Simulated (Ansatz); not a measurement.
Data sheet: ReC (DFT)

ReC:
```
ReC
1.0
    2.66939     0.00000     0.00000
    0.00000     2.66939     0.00000
    0.00000     0.00000     2.66939
Re C
1 1
Direct
  0.00000   0.00000   0.00000
  0.50000   0.50000   0.50000
```

Space group Pm-3m (No. 221), CsCl type; conventional cell a = b = c = 2.669 Å, α = β = γ = 90.00°.

Method: PBEsol in the plane-wave PAW code Ansatz. The cell and atoms are relaxed at this level. Other levels are named where they apply.

Cell and energy:

* **Volume per atom**: 9.51 Å³
* **Density**: 17.30 g/cm³
* **Formation energy from the elements (no fitted shifts)**: 0.97 eV/atom

Electronic structure:

- Electronic character: metallic (no gap)
- Density of states at the Fermi level: 0.50 states/eV per atom (mean over ±0.08 eV)
- Gap with spin–orbit coupling: none (metallic)

Mechanics:

- Bulk modulus (Birch–Murnaghan fit) = 427 GPa
- Pressure derivative B′ = 4.4
- Elastic constants (relaxed ions, GPa) = C11 = 1050, C12 = 118, C44 = 80.6
- Mechanical stability = stable (all eigenvalues of C positive)
- Hill bulk and shear moduli = 430 and 178 GPa
- Young's modulus = 469 GPa
- Poisson's ratio = 0.32
- Debye temperature from the elastic constants = 505 K

Phonons:

- Zone-centre stability = unstable, softest mode 133i cm⁻¹

The cell is a constructed one: a structure type filled with these elements; neither database checked (COD, Materials Project) lists it. Whether it is the stable phase at ambient conditions was not checked. The PBEsol relaxation kept the symmetry of its start. No spin polarisation was allowed. As this level gives no gap, shear constants depend on the k-mesh and smearing (Fermi–Dirac, 0.1 eV here). As this level gives no gap, phonon frequencies hold no LO–TO term and depend on the k-mesh and smearing (Fermi–Dirac, 0.1 eV here). On the denser mesh and wider smearing of the elastic run this cell carries a stress of 0.4 GPa. The references are the lowest solids computed at this level, not always the standard phases. Spin–orbit coupling is left out wherever it is not named.

Potentials: the later of the program's two PAW sets.
